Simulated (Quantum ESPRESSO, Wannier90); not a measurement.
## Wannier functions of ZrSi2 (Cmcm)

```
CELL_PARAMETERS angstrom
      0.00000     0.00000     3.67325
     -3.68348     0.00000     0.00000
      1.84174    -7.43557     0.00000
ATOMIC_POSITIONS crystal
  Zr 0.25000 0.89409 0.78818
  Zr 0.75000 0.10591 0.21182
  Si 0.75000 0.44854 0.89708
  Si 0.25000 0.55146 0.10292
  Si 0.25000 0.25025 0.50050
  Si 0.75000 0.74975 0.49950
```

Structure: Materials Project mp-1515, symmetrised, not relaxed again. COD (Crystallography Open Database) has an entry of this formula and space group (matched by these alone). Level: PBEsol, no spin polarisation, no spin-orbit coupling; pw.x of Quantum ESPRESSO at 53 Ry with PseudoDojo potentials, 4×4×4 k-points, Wannier90. Density: 8×8×8 mesh, cold smearing 0.01 Ry.

Functional, cutoff and mesh named above are those of the base row (1); the first column says what each row takes instead. Model: 34 functions from bands 9-58, start hydrogen-like Zr: s;p;d; Si: s;p, disentangled but not localised (num_iter = 0), frozen window tied to the conduction edge or Fermi level of each row, as listed, which moves Ω_I and hoppings a little by itself. Energies are relative to the Fermi level; the misfit is to pw.x on a path, for states up to 1.0 eV relative to the Fermi level. The lattice is scaled uniformly, fractional positions fixed. The disentangled Ω_I can sit in another minimum from row to row.

| scale | frozen to (eV) | Ω_I (Å²) | rms misfit (meV) | bottom of band 9 (eV) |
|---|---|---|---|---|
| 0.96 | 1.50 | 39.72 | 51 | -12.95 |
| 0.98 | 1.50 | 42.88 | 57 | -12.56 |
| 1 | 1.50 | 43.51 | 54 | -12.18 |
| 1.02 | 1.50 | 47.38 | 24 | -11.82 |
| 1.04 | 1.50 | 48.03 | 23 | -11.46 |
